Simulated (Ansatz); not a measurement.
GaN (NiAs type, P6_3/mmc) at seven volumes, r²SCAN in the plane-wave PAW code Ansatz, shape and atoms relaxed at each. One row is withheld.

| V (Å³/atom) | P (GPa) |
|---|---|
| 8.730 | ? |
| 9.017 | 16.40 |
| 9.305 | 7.53 |
| 9.593 | 0.01 |
| 9.881 | -6.36 |
| 10.169 | -11.75 |
| 10.456 | -16.30 |

**Question.** Fit the shown pressures and predict the withheld one.

**Answer.** P = (3/2)B₀(x^(7/2) − x^(5/2))[1 + (3/4)(B′ − 4)(x − 1)] with x = (V₀/V)^(2/3). Least squares on the six rows gives V₀ = 9.593 Å³/atom, B₀ = 230 GPa, B′ = 4.53. At V = 8.730, x = 1.0649 and P = 26.86 GPa. The run itself gave 26.87 GPa.

The cell is a constructed one: a structure type filled with these elements; the Crystallography Open Database copy checked does not list it. It is not the phase usual at ambient conditions (space group No. 186, 216). The cell was relaxed with r²SCAN under the symmetry of its start; whether a distortion lowers the energy is not shown.

Potentials: the later of the program's two PAW sets.
